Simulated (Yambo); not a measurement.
## Convergence of the G0W0 gap of CaGa₂P₂

G0W0@LDA for CaGa₂P₂ (space group P6_3/mmc, No. 194) in Yambo. Reference settings: 3×3×1 Γ-centred k mesh, bands 3 to 311 and a 7 Ry block in the screening, 311 bands in G with the Bruneval-Gonze terminator, plasmon pole fitted at 27.2 eV. The LDA gap Γ → (0, 0.333, 0) on this mesh is 0.35 eV; G0W0 gaps are taken between the same points.

| change from the reference | G0W0 gap Γ → (0, 0.333, 0) (eV) | shift of the valence edge (eV) | rough Yambo cost |
|---|---|---|---|
| reference settings | 1.02 | -0.29 | 1 |
| 124 bands in W, 124 bands in G | 1.00 | 0.06 | about 1/3 |
| 178 bands in W, 178 bands in G | 1.01 | -0.13 | within a factor of two |
| 243 bands in W, 243 bands in G | 1.01 | -0.23 | within a factor of two |
| wavefunctions cut at 10 Ry | 1.00 | -0.23 | about 1/2 |
| exchange cut at 40 Ry | 1.01 | -0.27 | – |
| 124 bands in W, 124 bands in G, 6 Ry block | 0.99 | 0.07 | about 1/3 |
| 178 bands in W, 178 bands in G, 6 Ry block | 0.99 | -0.12 | about 1/2 |
| 243 bands in W, 243 bands in G, 4 Ry block | 0.88 | -0.07 | within a factor of two |
| 4 Ry block | 0.88 | -0.11 | within a factor of two |
| 6 Ry block | 1.00 | -0.27 | within a factor of two |
| 85 bands in W, 85 bands in G, 3 Ry block, no terminator | 0.87 | 0.83 | about 1/6 |
| 124 bands in W, 124 bands in G, 3 Ry block, no terminator | 0.82 | 0.44 | about 1/4 |
| 178 bands in W, 178 bands in G, 3 Ry block, no terminator | 0.77 | 0.25 | about 1/3 |
| 3 Ry block, no terminator | 0.74 | 0.10 | within a factor of two |

The reference isn't shown to be the converged limit. Costs are rough (shared machines), scaled to the same edge states, and given only for runs that recompute the screening. The mesh misses a band edge: along a dense path the LDA gap is 0.06 eV against 0.35 eV on the mesh.

Spin-orbit splittings are left out.

The standard potential for Ga keeps a d shell in the valence without the s and p states of that shell. In tests on such compounds this moved G0W0 gaps by up to about 0.9 eV, so absolute quasiparticle energies here are unreliable; differences between settings are what counts.

Geometry of the Materials Project entry, not relaxed at this level; primitive cell a = 3.8409 Å, b = 3.8409 Å, c = 16.4000 Å, α = 90.00°, β = 90.00°, γ = 120.00°.

The structure is a Materials Project entry; no match was found in the copy of COD used, and its stability was not checked.

A shift is the quasiparticle energy of the state minus its LDA energy.
